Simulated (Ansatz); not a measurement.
# Fermi surface of Ag (Fm-3m)

```yaml
crystal:
  lattice:
    - [0.00000, 2.02715, 2.02715]
    - [2.02715, 0.00000, 2.02715]
    - [2.02715, 2.02715, 0.00000]
  atoms:
    - { symbol: Ag, position: [0.00000, 0.00000, 0.00000] }
```

The conventional cell has a = 4.054 Å, b = 4.054 Å, c = 4.054 Å, α = 90.00°, β = 90.00°, γ = 90.00°. Around Ag (atom 1) lie 12 Ag at 2.87 Å.

Unless marked otherwise, the numbers come from PBEsol, all-electron LAPW in Ansatz 0.2.0, scalar-relativistic. k mesh 16×16×16, fine mesh 24×24×24, Fermi-Dirac smearing of 0.100 eV, basis error target 1 meV/atom. The cell was relaxed by PAW under this functional.

Levels and slopes are solved on a 24×24×24 mesh, and each state is taken as quadratic over its cell.

Task: What is the density of states at the Fermi level, and which bare Sommerfeld coefficient follows?

Result: N(E_F) = 0.261 states/eV/atom (both spins), so γ = (π²/3) k_B² N(E_F) = 0.615 mJ/(mol-atom K²) without electron-phonon or spin-fluctuation enhancement.

Task: What Drude plasma energy and σ/τ do the band velocities give?

Result: (ħω_p,α)² = (e²/ε₀VN_k) Σ_nkσ (∂E/∂k_α)² δ(E − E_F) gives ħω_p = (9.22, 9.22, 9.22) eV along x, y, z, and σ/τ = ε₀ω_p² = 17.4×10²⁰ Ω⁻¹m⁻¹s⁻¹ along x. Weighted by the density of states, the mean Fermi speed is 1.43×10⁶ m/s; the surface has an area of 18.3 Å⁻² for each spin direction.

Task: Which bands cross the Fermi level, and what do they carry?

Result: 

```tsv
band	filled part	N (states/eV/cell)	speed (10⁶ m/s)	5th to 95th percentile	area (Å⁻²)	filling
1	0.50	0.261	1.43	0.92 to 1.59	18.2	partly filled
```

Task: Map the plane k₃ = 0 of the mesh: how many bands lie under the Fermi level at each point, counted from the least on the plane?

Result: k₁ runs to the right and k₂ upwards, each from −½ to ½ with 0 in the middle (the axes needn't be at right angles):
```
000000000001111111100000
000000000011111111111110
000000000111111111111110
000000001111111111111110
000000011111111111111110
000000111111111111111111
000001111111111111111111
000011111111111111111111
000111111111111111111111
101111111111111111111111
111111111111111111111111
111111111111111111111111
111111111111111111111111
111111111111111111111110
011111111111111111111100
011111111111111111111000
011111111111111111110000
011111111111111111100000
001111111111111111000000
001111111111111110000000
001111111111111100000000
001111111111111000000000
000000111111110000000000
000000000011111000000000
```

Task: On PAW files the program sums the optical response inside the mesh cells, interband lines and its own Drude term. Where does ε₁ rise through zero (a sharp plasmon if ε₂ is small there), and how much light is reflected?

Result: 

| Item | Value |
| --- | --- |
| Fine mesh | 24, 24, 24 |
| Window top | 30 eV |
| Line width | 0.15 eV |
| Drude damping | 0.1 eV |
| ε₁ rises through zero at x | 3.17, 6.79 eV |
| ε₂ there x | 3.93, 2.15 |
| Plasma energy (x, y, z) | 9.188, 9.188, 9.188 eV |
| Reflectivity at 1 eV, x-polarised | 0.9765 |
| Reflectivity at 2 eV, x-polarised | 0.966 |
| Reflectivity at 3 eV, x-polarised | 0.2767 |

The plasma energy here is the program's own sum at the run's smearing; it differs from the value above by up to 0 %, through mesh and smearing.

Task: What does PAW give for the same cell?

Result: N(E_F) = 0.261 states/eV/atom and ħω_p,x = 9.22 eV.

Keep in mind: filled d bands lie too high at this level, so their transitions start too early; these sums move with the mesh, by several per cent and more for small sheets; frozen-core PAW files fitted under PBE, their cores solved anew for the functional of the run.
